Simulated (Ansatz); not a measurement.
## LiHF2: energy along a strain

LiHF2, R-3m, a = 2.886 Å, c = 12.989 Å. The structure is a Materials Project entry; whether it is the stable form wasn't checked. Ansatz: LDA, PAW, 420 eV, Γ-centred 9×9×9 mesh on 4 atoms, Gaussian smearing 0.05 eV; no spin polarisation. Cell vectors (Å): 1.443 0.833 4.330; -1.443 0.833 4.330; 0.000 -1.666 4.330. The cell is strained by x per cent times the pattern (0 0 1 0 0 0) in the order xx yy zz yz xz xy (engineering shears), with fractional coordinates held. y is the free energy over the start, V0 = 7.805 Å³/atom. Points with a strain past 8.5 % were computed too (3) and aren't used here.

| x (%) | y (meV/atom) |
| --- | --- |
| -7.50 | ? |
| -5.00 | 30.93 |
| -2.50 | 7.23 |
| 0.00 | 0.00 |
| 2.50 | 6.45 |
| 5.00 | 24.33 |
| 7.50 | 51.65 |

Q: Fit y = c2 x² + c3 x³ to the other rows, get the stiffness along the pattern, and predict the missing energy.

A: Least squares on the rows shown. y = 1.1076 x² − 0.025422 x³. The clamped-ion stiffness p·C·p = 2 × 11.08 eV × 160.2 / 7.805 Å³ = 455 GPa, which is C33 in these axes. At x = -7.50 the fit asked for gives 73.03 meV/atom. The run gave 74.29 meV/atom, so the fit is 1.26 meV/atom too low, 1.7 % of the span of the series, against an rms of 0.11 meV/atom on the fitted rows. The row lies outside the fitted range. With a term in x⁴ added, a fit to the same known rows predicts 73.94 meV/atom, so most of the miss is curvature that the known rows already hold.